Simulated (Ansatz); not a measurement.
IrPdN2 in space group R-3m (No. 166; Ir on 3b, Pd on 3a, N on 6c), PBE (plane waves, PAW; program Ansatz), all energies at zero smearing, with the estimated change up to a 700 eV cutoff added, with one set of potentials and settings (totals compare only within such a set). Cell of 4 atoms (1 Ir, 1 Pd, 2 N): -19675.099 eV.

```tsv
element	reference phase	E (eV/atom)
Ir	Fm-3m, 1 atoms in the cell	-11936.8363
Pd	Fm-3m, 1 atoms in the cell	-6972.9107
N	Pa-3, 8 atoms in the cell	-384.0342
```

Formation energy per atom, worked out: (-19675.099 − 1×(-11936.8363) − 1×(-6972.9107) − 2×(-384.0342))/4 = 0.679 eV/atom (66 kJ per mol of atoms), at 0 K, without zero-point energy or fitted corrections.

The start of the workflow was typed in or built on a structure type; neither database checked (COD, Materials Project) lists it. Its standing as an ambient phase is unchecked. The cell was relaxed with PBE under the symmetry of its start; its stability against distortions is not shown here. The workflow began spin-polarised and lost its moments. The volume moved by 15 % from the start of the relaxation. Its formation energy is positive at this level, so the cell may be metastable or incomplete. The references are the lowest solids computed at this level, not always the standard phases (solids in place of the gases). Scalar-relativistic: spin–orbit coupling is off unless named, which matters more the heavier the elements.

Potentials: the earlier of the program's two PAW sets.
